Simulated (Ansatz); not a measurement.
Task: Write an Ansatz input for a single-point calculation of RuF3 with PBEsol (scalar-relativistic), a cutoff of 420 eV (density cutoff 4 times that), a Γ-centred 8×8×8 mesh and Gaussian smearing of 0.05 eV, with collinear spin, starting moments 1.00, 0.00, 0.00, 0.00 μB on the atoms in order. Forces, stress and eigenvalues are wanted, and also Löwdin populations. The structure:
```
CELL_PARAMETERS angstrom
4.0200000000 0.0000000000 0.0000000000
0.0000000000 4.0200000000 0.0000000000
0.0000000000 0.0000000000 4.0200000000
ATOMIC_POSITIONS crystal
Ru 0.0000000000 0.0000000000 0.0000000000
F 0.5000000000 0.0000000000 0.0000000000
F 0.0000000000 0.0000000000 0.5000000000
F 0.0000000000 0.5000000000 0.0000000000
```

Result: 
```yaml
crystal:
  lattice:
    - [4.02, 0.0, 0.0]
    - [0.0, 4.02, 0.0]
    - [0.0, 0.0, 4.02]
  atoms:
    - { symbol: Ru, position: [0.0, 0.0, 0.0], spin: 1.0 }
    - { symbol: F, position: [0.5, 0.0, 0.0] }
    - { symbol: F, position: [0.0, 0.0, 0.5] }
    - { symbol: F, position: [0.0, 0.5, 0.0] }
basis:
  ecutwfc: 420
  ecutrho_ratio: 4
kpoints:
  mp_grid: { grid: [8, 8, 8] }
hamiltonian:
  xc: pbesol
scf:
  occupations: { method: gaussian, width: 0.05 }
output:
  forces: true
  stress: true
  eigenvalues: true
  populations: true
magnetization:
  spin_polarized: true
```

Run as written, it has 37 valence electrons, 1309 plane waves at Γ, 48 symmetry operations and 35 irreducible k-points; it took 11 SCF iterations in all. 

The start was a prototype's sites filled with these elements. The Crystallography Open Database lists the compound in space group R-3c, so this is a trial structure. The ideal cubic cell shuts out tilts of the octahedra, which such structures often take.
